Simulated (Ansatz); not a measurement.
Volume from LDA minus that from HSE06 (% of the latter), each on its own relaxed cell (Ansatz, a program for electronic structure, plane waves, PAW; no spin–orbit coupling, no Hubbard U), by class (classes overlap):

| class | phases | mean | median | mean absolute | 10th percentile | 90th percentile | share above zero (%) |
|---|---|---|---|---|---|---|---|
| transition-metal oxides | 13 | -3.9 | -3.2 | 3.9 | -5.0 | -2.6 | 0 |
| halides | 36 | -9.9 | -9.8 | 9.9 | -12.9 | -6.7 | 0 |
| sulfides, selenides and tellurides | 19 | -5.9 | -6.3 | 5.9 | -7.4 | -4.0 | 0 |
| crystals with elements from indium on | 36 | -7.1 | -6.4 | 7.1 | -12.5 | -3.2 | 0 |
| all crystals | 110 | -6.1 | -5.6 | 6.1 | -11.9 | -2.2 | 0 |

Some cases that may be named, with their rank among the 110 from the lowest: TlBr, rock salt -14.2 % (rank 3); KI, rock salt -13.1 % (rank 4); LiH, rock salt -5.6 % (rank 55); CaO, rock salt -5.5 % (rank 56); SiO2, rutile -1.2 % (rank 109); CoSi, P2_13 (Co on 4a, Si on 4a) -0.8 % (rank 110).

The phases are those computed here (of each formula those with measured values and the lowest at some level), not a balanced benchmark, and neither functional is the truth. Pairs that end in unlike spin orders or unlike minima (c/a over 6 % apart, 30 % for weakly bound crystals), magnets with 4f shells, solids of gases and phases set aside for tests are left out.

Built on a structure type that need not be the filed one of that space group: TlBr, rock salt. Not the usual ambient phase: SiO2, rutile. Standing as an ambient phase not checked: TlBr, rock salt. Began spin-polarised and lost the moments: CoSi, P2_13 (Co on 4a, Si on 4a) with HSE06. All cells were relaxed under the symmetry of their starts (and spin orders); stability against distortions was not tested throughout. Named crystals with no word on spin ran without spin polarisation. Spin–orbit coupling is left out wherever it is not named.

Potentials: the later of the program's two PAW sets.

Ansatz is a plane-wave DFT program.
